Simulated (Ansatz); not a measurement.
CrO2: strain energy, fitted

CrO2, P4_2/mnm, a = 4.392 Å, c = 2.888 Å. Ansatz: PBEsol, PAW, 420 eV, Γ-centred 8×8×12 mesh on 6 atoms, Gaussian smearing 0.10 eV; collinear spin, largest moment 1.7 μB. Series: uniaxial strain along a, with b, c and atoms relaxed; x is the strain in per cent. y is the free energy over the unstrained cell, V0 = 9.285 Å³/atom.

| x (%) | y (meV/atom) |
| --- | --- |
| -4.5 | 8.45 |
| -3.0 | ? |
| -1.5 | 0.95 |
| 0.0 | 0.00 |
| 1.5 | 0.97 |
| 3.0 | 3.99 |
| 4.5 | 9.30 |

Question: Fit y = c2 x² + c3 x³ to the other rows, turn c2 into a modulus, and predict the missing energy.

Answer: Least squares on the rows shown. y = 0.4374 x² + 0.004549 x³. In eV per unit strain² c2 is 4.374; this is Young's modulus along the axis (E = ½ Y V0 ε²): 2 × 4.374 × 160.2 / (9.285) = 151 GPa. At x = -3.0 the fit asked for gives 3.81 meV/atom. The run gave 3.71 meV/atom, so the fit is 0.10 meV/atom too high, a small miss on the scale of the series.

Moments started parallel, and an antiferromagnetic order may lie lower.